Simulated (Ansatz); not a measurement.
**Question.** Name crystals whose computed values (DFT-r²SCAN in the program Ansatz with PAW potentials) fall in these windows: highest Γ mode, no LO–TO term (cm⁻¹) 230 to 260; B₀ by P(V) fit (GPa) 49 to 62.

**Answer.** 

```json
[
 {"crystal": "Ga, Cmcm (Ga on 8g)", "highest Γ mode, no LO–TO term (cm⁻¹)": "247", "B₀ by P(V) fit (GPa)": "54.8"}
]
```
Others may fit too.

Not the usual ambient phase: Ga, Cmcm (Ga on 8g). The cell was relaxed under the symmetry of its start. Scalar-relativistic: spin–orbit coupling is off unless named, which matters more the heavier the elements.

Potentials: the later of the program's two PAW sets.
